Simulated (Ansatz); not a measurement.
ZrMo (rock salt), relaxed with PBE (Ansatz, a first-principles code, plane waves, PAW): a = b = c = 5.496 Å, α = β = γ = 90.00°.

```
Quantity              Result
--------------------  ------
ΔH_f (eV/atom)          0.97
B₀ by P(V) fit (GPa)     116
```

Question: The same phase is relaxed and computed with PBEsol in the same code. What are the cell and these values now?

Answer: a = 5.4213 Å, b = 5.4213 Å, c = 5.4213 Å, α = 90.00°, β = 90.00°, γ = 90.00°.

ΔH_f (eV/atom): 1.01
B₀ by P(V) fit (GPa): 126

Typed or built starts, not in the databases checked: ZrMo, rock salt. Unstable at this level: ZrMo, rock salt with PBEsol. All cells were relaxed under the symmetry of their starts (and spin orders); stability against distortions was not tested throughout. Rows with no word on spin ran without spin polarisation. Scalar-relativistic: spin–orbit coupling is off unless named, which matters more the heavier the elements.

Potentials: the later of the program's two PAW sets.

Ansatz is a plane-wave DFT program.

Formation energies count from the lowest solids of the elements computed at the same level, not from gases.
